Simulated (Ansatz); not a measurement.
The relaxed structure here is a generated cell of Li: the first start was made by a random draw of sites in a space group, and the end was not matched to a known phase here, so it may be hypothetical. Known forms of Li include space group No. 229.

A relaxed cell of Li (Pm-3m (No. 221)), relaxed on a k-mesh at least as fine as the one used below. Calculation: r2SCAN (plane waves to 500 eV, PAW, scalar-relativistic; Ansatz, a quantum-chemistry and plane-wave program). Γ-centred k-mesh 8×8×4 on the run's cell (coarser than for final values), Fermi–Dirac smearing 0.05 eV.

```yaml
crystal:
  lattice:
    - [4.17019, 0.00000, 0.00000]
    - [0.00000, 4.17019, 0.00000]
    - [0.00000, 0.00000, 8.34039]
  atoms:
    - { symbol: Li, position: [0.50000, 0.00000, 0.25000] }
    - { symbol: Li, position: [0.50000, 0.00000, 0.75000] }
    - { symbol: Li, position: [0.50000, 0.50000, 0.00000] }
    - { symbol: Li, position: [0.50000, 0.50000, 0.50000] }
    - { symbol: Li, position: [0.00000, 0.50000, 0.25000] }
    - { symbol: Li, position: [0.00000, 0.50000, 0.75000] }
```

The atoms are displaced by (Å):

| atom | ux | uy | uz |
|---|---|---|---|
| Li1 | 0.099 | 0.073 | 0.005 |
| Li2 | -0.075 | 0.045 | -0.046 |
| Li3 | 0.162 | 0.049 | 0.171 |
| Li4 | 0.080 | 0.006 | -0.032 |
| Li5 | -0.050 | 0.042 | -0.133 |
| Li6 | 0.001 | -0.133 | 0.112 |

Question: What forces (eV/Å) and pressure result?

Answer: 
```json
[
 {"atom": "Li1", "Fx": "-0.20", "Fy": "-0.09", "Fz": "0.07"},
 {"atom": "Li2", "Fx": "0.05", "Fy": "-0.25", "Fz": "0.13"},
 {"atom": "Li3", "Fx": "-0.28", "Fy": "0.05", "Fz": "-0.44"},
 {"atom": "Li4", "Fx": "-0.06", "Fy": "0.09", "Fz": "-0.01"},
 {"atom": "Li5", "Fx": "0.48", "Fy": "0.04", "Fz": "0.25"},
 {"atom": "Li6", "Fx": "0.01", "Fy": "0.17", "Fz": "0.01"}
]
```

Pressure +0.2 GPa.

No spin polarisation in the result.

The run that gave the undisplaced cell could not lose the symmetry of its start: the end is stationary, and may be a saddle point rather than a minimum.
